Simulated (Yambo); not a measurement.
Yambo run on Sr$_{2}$RhH$_{5}$ (space group I4mm, No. 107). The wavefunctions are norm-conserving PBEsol (Quantum ESPRESSO, 88 Ry, without SOC) ones on a 4×4×4 mesh (21 occupied bands); a = b = c = 5.411 Å, α = β = 120.91°, γ = 88.43°.

Yambo input:

```
rim_cut
gw0
dyson
el_el_corr
HF_and_locXC
ppa
em1d
RandQpts= 1000000
RandGvec= 1 Ry
EXXRLvcs= 88 Ry
VXCRLvcs= 352 Ry
Chimod= "HARTREE"
% BndsRnXp
 5 | 120 |
%
NGsBlkXp= 5 Ry
% LongDrXp
 1.0 | 1.0 | 1.0 |
%
PPAPntXp= 27.2114 eV
% GbndRnge
 1 | 120 |
%
GTermKind= "BG"
DysSolver= "n"
ExtendOut
% QPkrange
 3 | 3 | 21 | 22 |
 13 | 13 | 22 | 22 |
%
```

k points by index: 3 = X, 13 = Z.

Table of the .qp output:

```
#    K-point    Band    Eo [eV]    E [eV]    E-Eo [eV]    Vxc [eV]    Vnlxc [eV]    Sc|Eo [eV]    Sc|E [eV]    dSc/dw|Eo [eV]    Re(Z)    Im(Z)
#
    3    21    0.000000    -0.051029    -0.051029    -15.33875    -16.13049    0.726835    0.740710    -7.391422    0.786389    -0.001570
    3    22    0.744917    0.848473    0.103556    -12.32272    -9.867585    -2.325695    -2.351584    -6.797941    0.800113    -0.001472
    13    22    0.584938    0.968250    0.383312    -12.90860    -9.779439    -2.649637    -2.745849    -6.828470    0.799395    -0.001480
```
(The two width columns are left out.) Convergence of these settings isn't established.

Geometry of the Materials Project entry, not relaxed at this level.

The structure is a Materials Project entry; no match was found in the copy of COD used, and its stability was not checked.
